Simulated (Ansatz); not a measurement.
A geometry of ZnAg away from equilibrium: step 9 of the relaxation of a generated trial cell of ZnAg in the AFLOW prototype AB_hR6_160_3a_3a (as in SiC). All values below come from PBE (plane waves to 420 eV, PAW, scalar-relativistic; Ansatz, a quantum-chemistry and plane-wave program). Γ-centred k-mesh 11×11×11 on the run's cell (coarser than for final values), Fermi–Dirac smearing 0.05 eV.

```xyz
6
Lattice="2.0440 1.1801 10.0043 -2.0440 1.1801 10.0043 0.0000 -2.3602 10.0043" Properties=species:S:1:pos:R:3:forces:R:3 pbc="T T T" free_energy=-32725.686 pressure_GPa=3.5
Ag     0.0000     0.0000     0.0116    0.0000    0.0000    0.0023
Ag     0.0000     0.0000     6.6747    0.0000    0.0000    0.0022
Ag     0.0000     0.0000    23.3208    0.0000    0.0000   -0.0004
Zn     0.0000     0.0000     2.5106    0.0000    0.0000   -0.0024
Zn     0.0000     0.0000     9.1835    0.0000    0.0000    0.0014
Zn     0.0000     0.0000    25.8278    0.0000    0.0000   -0.0032
```

Positions in Å, forces in eV/Å, free energy of the cell in eV (comparable only within this code, potentials and settings). Largest force: all forces are below 0.005 eV/Å; the geometry lies 0.42 eV/atom above the end of its relaxation.

No spin polarisation in the result.

The run could not lose the symmetry of its start, so the end can be a saddle point.

The end of the path is a generated cell of ZnAg: the first start was made by placing the elements on the sites of a structure type, and the end was not matched to a known phase here, so it may be hypothetical.
